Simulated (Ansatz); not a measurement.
Re:
```yaml
crystal:
  lattice:
    - [2.77752, 0.00000, 0.00000]
    - [-1.38876, 2.40540, 0.00000]
    - [0.00000, 0.00000, 13.42414]
  atoms:
    - { symbol: Re, position: [0.00000, 0.00000, 0.66668] }
    - { symbol: Re, position: [0.33333, 0.66667, 0.83318] }
    - { symbol: Re, position: [0.00000, 0.00000, 0.00000] }
    - { symbol: Re, position: [0.33333, 0.66667, 0.16682] }
    - { symbol: Re, position: [0.00000, 0.00000, 0.33332] }
    - { symbol: Re, position: [0.66667, 0.33333, 0.50000] }
```

Relaxed with PBE. Special points in fractions of this cell's reciprocal vectors: Γ (0.000, 0.000, 0.000); M (0.500, 0.000, 0.000); K (0.333, 0.333, 0.000); A (0.000, 0.000, 0.500); L (0.500, 0.000, 0.500); H (0.333, 0.333, 0.500).

Task: List the band energies nearest the Fermi level at these points for plane-wave PAW PBE with spin–orbit coupling (Ansatz code).

Result: In eV from the Fermi level; about four levels below and three above (degenerate sets whole), none deeper than 8.9 eV; points with the same levels are listed once.

```
k                    below                above
-  -----------------------  -------------------
Γ  -0.93 -0.93 -0.60 -0.60  0.38 0.38 0.43 0.43
M  -0.75 -0.75 -0.19 -0.19  0.25 0.25 0.88 0.88
K  -0.20 -0.19 -0.15 -0.12       0.06 0.18 0.51
A  -0.47 -0.47 -0.39 -0.39  0.64 0.64 0.86 0.86
L  -0.56 -0.56 -0.28 -0.28  0.27 0.27 0.33 0.33
H  -0.21 -0.18 -0.14 -0.12       0.08 0.09 0.86
```

Space group P-6m2. The start of the workflow was typed in or built on a structure type; neither database checked (COD, Materials Project) lists it. It is not the phase usual at ambient conditions (space group No. 194). The cell was relaxed with PBE under the symmetry of its start; its stability against distortions is not shown here. No spin polarisation was allowed.

Potentials: the later of the program's two PAW sets.
